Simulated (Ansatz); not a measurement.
# Lattice vibrations of ZrOs at Γ at 6 GPa

Method: Ansatz, DFT LDA, scalar-relativistic, plane waves, PAW. Settings: 420 eV plane-wave cutoff, Γ-centred 14×14×14 mesh, Fermi-Dirac smearing of 0.15 eV. No spin polarisation. Phonons by linear response, acoustic sum rule imposed.

The cell, relaxed at 6 GPa:
```
Zr Os
1.0
     3.20007    0.00000    0.00000
     0.00000    3.20007    0.00000
     0.00000    0.00000    3.20007
Zr Os
1 1
Direct
  0.50000 0.50000 0.50000
  0.00000 0.00000 0.00000
```

In a metal, frequencies and elastic constants depend on the k mesh and the smearing, soft modes and shear constants most. Spin–orbit coupling is left out, which can shift energies with elements as heavy as these. Other phases may be more stable at this pressure.

Optical modes at Γ; i marks an imaginary frequency:
```csv
frequency (cm⁻¹),degeneracy
199,3
```

All 3 optical modes at Γ are real: no displacement of atoms at fixed cell lowers the energy to second order. Strains and modes at other wave vectors aren't tested by this run.

Cost: 1 run of about 0.81 core-minutes, on Arm Neoverse V1 (shared hosts).